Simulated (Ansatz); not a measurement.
# Property card for Ge2Pd

Ge2Pd:
Space group Cmcm (No. 63); a = 3.6467 Å, b = 12.2075 Å, c = 4.6264 Å, α = β = γ = 90.00°

```
atom  site  symmetry       x       y       z
----  ----  --------  ------  ------  ------
Ge      4c       m2m  0.0000  0.0633  0.7500
Ge      4c       m2m  0.0000  0.2637  0.2500
Pd      4c       m2m  0.0000  0.6030  0.2500
```
(The calculation used a cell of 6 atoms; values per cell refer to that cell.)

Space group Cmcm (No. 63); conventional cell a = 3.6467 Å, b = 12.2075 Å, c = 4.6264 Å, α = β = γ = 90.00°.

Method: PBE in the plane-wave PAW code Ansatz. The cell and atoms are relaxed at this level. Other levels are named where they apply.

### Cell and energy

Volume per atom: 17.16 Å³
Density: 8.12 g/cm³
Formation energy from the elements (no fitted shifts): -0.078 eV/atom

### Electronic structure

- Electronic character: metallic (no gap)
- Density of states at the Fermi level: 0.41 states/eV per atom (mean over ±0.08 eV)

### Mechanics

* **Bulk modulus (Birch–Murnaghan fit)**: 95.1 GPa
* **Pressure derivative B′**: 5.3

The cell is a constructed one: a structure type filled with these elements; neither database checked (COD, Materials Project) lists it. Its standing as an ambient phase is unchecked. The cell was relaxed with PBE under the symmetry of its start; its stability against distortions is not shown here. The run is not spin-polarised. The references are the lowest solids computed at this level, not always the standard phases. Scalar-relativistic: spin–orbit coupling is off unless named, which matters more the heavier the elements.

Potentials: the later of the program's two PAW sets.
